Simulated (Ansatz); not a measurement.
The relaxed structure here is a generated cell of Be: the first start was made by placing the elements on the sites of a structure type, and the end was not matched to a known phase here, so it may be hypothetical. Known forms of Be include space group No. 194.

A relaxed cell of Be (Pm-3m (No. 221)), relaxed on a k-mesh at least as fine as the one used below. Computed with r2SCAN (plane waves to 500 eV, PAW, scalar-relativistic; Ansatz, a quantum-chemistry and plane-wave program). Γ-centred k-mesh 8×15×15 on the run's cell (coarser than for final values), Fermi–Dirac smearing 0.05 eV.

```
Be
1.0
    4.34406     0.00000     0.00000
    0.00000     2.17203     0.00000
    0.00000     0.00000     2.17203
Be
2
Cartesian
  0.00000   0.00000   0.00000
  2.17203   0.00000   0.00000
```

The atoms are displaced along an unstable phonon of this cell by (Å):

```
atom     ux     uy      uz
----  -----  -----  ------
Be1   0.000  0.000  -0.150
Be2   0.000  0.000   0.150
```

Task: What forces (eV/Å) and pressure result?

Result: 
| atom | Fx | Fy | Fz |
|---|---|---|---|
| Be1 | 0.00 | 0.00 | -0.65 |
| Be2 | 0.00 | 0.00 | 0.65 |

Pressure -1.6 GPa.

Task: Estimate the energy cost of the displacement in the harmonic approximation and compare with the calculation.

Result: For a harmonic well ΔE = −½ Σ F·u = -0.097 eV a cell, or -48 meV/atom. The calculated energy relative to the undisplaced cell is -0.05 eV/atom, so the harmonic estimate holds well.

The undisplaced cell is probably no minimum: from this displacement the run went on to P6/mmm (No. 191), 0.51 eV/atom below it.

No spin polarisation in the result.
